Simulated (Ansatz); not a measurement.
## SnSe (Fm-3m), tetragonal deformation path

All numbers below come from Ansatz, DFT LDA, scalar-relativistic, plane waves, PAW. The runs took a 420 eV cutoff, a Γ-centred 10×10×10 mesh and Gaussian smearing (0.05 eV). No spin polarisation. Energies are free energies at this smearing, counted from the undisturbed cell; pressure is positive in compression.

Zero of the scan (as given, not relaxed at this level; it stands at -3.3 GPa; this rock-salt form isn't the usual structure):

```
CELL_PARAMETERS angstrom
0.00000 3.01000 3.01000
3.01000 0.00000 3.01000
3.01000 3.01000 0.00000
ATOMIC_POSITIONS crystal
Sn 0.00000 0.00000 0.00000
Se 0.50000 0.50000 0.50000
```

At fixed volume and fractional coordinates, lengths along (0.000, 0.000, 1.000) are scaled against those across it; ρ is that ratio over its starting value.

```
    ρ  ΔE (meV/atom)
0.707          886.6
0.780          449.9
0.850          193.9
0.920           48.0
1.000            0.0
1.100           49.8
1.200          158.6
1.300          295.6
1.414          470.3
```

Predict the pressure (GPa) at each point.

```
    ρ  pressure (GPa)
0.707            11.5
0.780             4.2
0.850             0.2
0.920            -2.3
1.000            -3.3
1.100            -2.1
1.200             0.5
1.300             4.1
1.414             8.1
```